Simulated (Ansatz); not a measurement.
MgO:
Space group Fm-3m (No. 225); a = b = c = 4.2540 Å, α = β = γ = 90.00°

```csv
atom,site,symmetry,x,y,z
Mg,4b,m-3m,0.5000,0.5000,0.5000
O,4a,m-3m,0.0000,0.0000,0.0000
```
(The calculation used a cell of 2 atoms; values per cell refer to that cell.)

Relaxed with PBE.

**Question.** Give the optical modes at the zone centre with their infrared and Raman activity from DFPT, plane-wave PAW PBE (Ansatz code).

**Answer.** Transverse frequencies, without the LO–TO term; a row sums one degenerate level.

```json
[
 {"ω (cm⁻¹)": "365", "degeneracy": "3", "IR ((D/Å)²/amu)": "28.65", "Raman (Å⁴/amu)": "0", "activity": "IR", "symmetry": "T1u"}
]
```

**Question.** How high does the top mode go among those that the LO–TO term moves?

**Answer.** 678 cm⁻¹ for q along x.

Symmetry was held in the PBE relaxation; phonons on a q-mesh show no instability.

Potentials: the later of the program's two PAW sets.
